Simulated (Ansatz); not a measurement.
Values for one crystal, relaxed and computed with the program Ansatz at the r²SCAN level (PAW); other levels are named.

```yaml
volume_per_atom: 14.54 Å³
electronic_character: metallic (no gap)
hill_bulk_and_shear_moduli: 185 and 120 GPa
Young's modulus: 296 GPa
mechanical_stability: stable (all eigenvalues of C positive)
Poisson's ratio: 0.23
Pressure derivative B′: 4.8
```

Which compound is it?
(A) ZrC, rock salt
(B) Fe3C, P6_322 (Fe on 6g, C on 2c)
(C) BaAlSi, P-6m2 (Ba on 1a, Al on 1f, Si on 1d)
(D) Nb2AlC, P6_3/mmc (Al on 2d, Nb on 4f, C on 2a)

D, Nb2AlC, P6_3/mmc (Al on 2d, Nb on 4f, C on 2a)

The first step of the workflow began from a Materials Project structure, measured or hypothetical; the Crystallography Open Database copy checked does not list it. Whether it is the stable phase at ambient conditions was not checked. The r²SCAN relaxation kept the symmetry of its start; its stability against distortions is not shown here. The run is not spin-polarised. As this level gives no gap, shear constants depend on the k-mesh and smearing (Fermi–Dirac, 0.1 eV here). On the denser mesh and wider smearing of the elastic run this cell carries a stress of 0.3 GPa. Spin–orbit coupling is left out wherever it is not named.

Potentials: the later of the program's two PAW sets.
